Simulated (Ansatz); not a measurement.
GaN:
```
CELL_PARAMETERS angstrom
     -1.42650     1.42650     2.46953
      1.42650    -1.42650     2.46953
      1.42650     1.42650    -2.46953
ATOMIC_POSITIONS crystal
  Ga 0.75622 0.75622 0.00000
  N  0.35878 0.35878 0.00000
```

r²SCAN (plane waves, PAW; program Ansatz) gives a gap of 0.75 eV without spin–orbit coupling, maximum on the S0–Γ line, 39 % of the way from S0, minimum at X.

Task: What happens when spin–orbit coupling is switched on?

Result: The gap shrinks by 0.01 eV, to 0.74 eV; maximum on the S0–Γ line, 39 % of the way from S0, minimum at X.

Task: Give the Z2 indices of the occupied bands with spin–orbit coupling.

Result: 0;(000).

Space group I4mm. The workflow started from a Materials Project entry (that database holds measured and hypothetical structures alike); the Crystallography Open Database copy checked does not list it. It is not the phase usual at ambient conditions (space group No. 186, 216). The cell was relaxed with r²SCAN under the symmetry of its start; of distortions, only those at the zone centre were tested.

Potentials: the earlier of the program's two PAW sets.
